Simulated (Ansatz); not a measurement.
A geometry of AlRu away from equilibrium: the start of the relaxation of a relaxed AlRu cell with every coordinate shifted by Gaussian noise of σ = 0.45 Å. The numbers are results of PBEsol (plane waves to 420 eV, PAW, scalar-relativistic; Ansatz, a quantum-chemistry and plane-wave program), not measurements. Γ-centred k-mesh 11×11×11 on the run's cell (coarser than for final values), Fermi–Dirac smearing 0.05 eV.

```xyz
2
Lattice="2.9763 0.0000 0.0000 0.0000 2.9763 0.0000 0.0000 0.0000 2.9763" Properties=species:S:1:pos:R:3 pbc="T T T"
Al    -0.0112     0.0495     0.1936
Ru     1.2974     0.5574     1.7354
```

Task: Which atoms carry the largest force, and which way does it point?

Result: 7.68 eV/Å, on Al1, Ru2 (atoms numbered as listed); on Ru2 its components are (5.24, 5.34, -1.77).

Task: What is the pressure?

Result: +59.4 GPa, compression positive.

Task: How far above the relaxed end point is this geometry?

Result: 1.85 eV/atom; the path ends in Pm-3m (No. 221) (CsCl type).

No spin polarisation in the result.
